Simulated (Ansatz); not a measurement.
**K₂NiO₂: computed property card**

K$_{2}$NiO$_{2}$:
```xyz
5
Lattice="-1.9629 1.9629 6.3719 1.9629 -1.9629 6.3719 1.9629 1.9629 -6.3719" Properties=species:S:1:pos:R:3 pbc="T T T"
K      0.0000     0.0000     8.3458
K      0.0000     0.0000     4.3979
Ni     0.0000     0.0000     0.0000
O      0.0000     0.0000     1.6859
O      0.0000     0.0000    11.0578
```
The run is spin-polarised; directions of the spins, atom by atom: 0 0 ↑ ↑ ↑.

Space group I4/mmm (No. 139); conventional cell a = 3.9257 Å, b = 3.9257 Å, c = 12.7437 Å, α = 90.00°, β = 90.00°, γ = 90.00°.

Method: r²SCAN in the plane-wave PAW code Ansatz. The cell and atoms are relaxed at this level. Other levels are named where they apply.

Cell and energy:

- Volume per atom = 19.64 Å³
- Density = 2.86 g/cm³
- Formation energy from the elements (no fitted shifts) = -1.32 eV/atom

Electronic structure:

* **Band gap**: 1.59 eV (indirect)
* **Valence-band maximum**: at P
* **Conduction-band minimum**: off the standard path, at k = (0.240, -0.250, 0.250) in fractions of the reciprocal vectors
* **Smallest direct gap on the standard path**: 1.71 eV

Magnetism:

Magnetic order: ferromagnetic
Net moment: 0.40 μB per atom

Charges:

* **Bader charges**: K +0.83, Ni +0.69, O -1.18 e

The first step of the workflow began from a Materials Project structure, measured or hypothetical; the Crystallography Open Database files this formula in space group No. 139, but the cells were not matched. Whether it is the stable phase at ambient conditions was not checked. The cell was relaxed with r²SCAN under the symmetry of its start; whether a distortion lowers the energy is not shown. The final state is ferromagnetic, the only order run, not a proven ground state. The cell computed holds one magnetic atom, so no antiferromagnetic order was within reach. Other orbital occupations within this spin state were not tried. No Hubbard U is applied. The references are the lowest solids computed at this level, not always the standard phases (solids in place of the gases).

Potentials: the later of the program's two PAW sets.
